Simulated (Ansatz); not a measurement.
## Guessed and relaxed cells of Hf₃F₂

Recipe of this trial structure of Hf₃F₂: random cell by space group and Wyckoff sites (Pm-3m, No. 221). Its size is a rough estimate.

start.cif

```cif
data_structure
_symmetry_space_group_name_H-M 'Pm-3m'
_symmetry_Int_Tables_number 221
_cell_length_a 4.2846
_cell_length_b 4.2846
_cell_length_c 4.2846
_cell_angle_alpha 90.000
_cell_angle_beta 90.000
_cell_angle_gamma 90.000
_cell_volume 78.66
loop_
_atom_site_label
_atom_site_type_symbol
_atom_site_symmetry_multiplicity
_atom_site_Wyckoff_symbol
_atom_site_fract_x
_atom_site_fract_y
_atom_site_fract_z
_atom_site_occupancy
Hf1 Hf 3 d 0.50000 0.00000 0.00000 1
F1 F 1 a 0.00000 0.00000 0.00000 1
F2 F 1 b 0.50000 0.50000 0.50000 1
```

Method: DFT PBE, scalar-relativistic, plane waves, PAW (Ansatz 0.2.0). Cutoff 420 eV, Gaussian smearing, Γ-centred meshes. Cell and atoms relax first on a coarse mesh and then on a finer one. In between, the cell is made exact in the group found at 0.06 Å. In metals the finer mesh still leaves noise of several meV/atom or more. The steps can't lower the symmetry of their start. No spin polarisation.

end.cif

```cif
data_structure
_symmetry_space_group_name_H-M 'Pm-3m'
_symmetry_Int_Tables_number 221
_cell_length_a 4.5245
_cell_length_b 4.5245
_cell_length_c 4.5245
_cell_angle_alpha 90.000
_cell_angle_beta 90.000
_cell_angle_gamma 90.000
_cell_volume 92.62
loop_
_atom_site_label
_atom_site_type_symbol
_atom_site_symmetry_multiplicity
_atom_site_Wyckoff_symbol
_atom_site_fract_x
_atom_site_fract_y
_atom_site_fract_z
_atom_site_occupancy
Hf1 Hf 3 d 0.50000 0.00000 0.00000 1
F1 F 1 a 0.00000 0.00000 0.00000 1
F2 F 1 b 0.50000 0.50000 0.50000 1
```

The symmetry stays Pm-3m (No. 221). The volume per atom grows by 17.7 %, from 15.7 to 18.5 Å³. The shortest distance goes from 2.14 Å (Hf–F) to 2.26 Å (Hf–F). The energy falls by about 0.18 eV/atom (the start's value is from the coarse mesh).

```yaml
Volume_per_atom: 18.52 Å³
Density: 10.28 g/cm³
Energy_over_the_elements: −0.18 eV/atom
Gap_on_the_8×8×8_mesh_of_the_5-atom_cell: 0 eV (a metal)
```

Formation energies are uncorrected and refer to the elements' standard structures at the same level (F₂ as a molecule). Whether it is stable depends on the other phases of the system, which aren't compared here.

The last run used Gaussian smearing of 0.10 eV. Spin–orbit coupling, which can matter for Hf, is left out. Symmetry constrained the relaxation, so the result can be a saddle point. In all, the 3 runs took 95 s on 1 thread of Intel(R) Xeon(R) Platinum 8259CL CPU @ 2.50GHz (Skylake/Cascade Lake) (shared host).
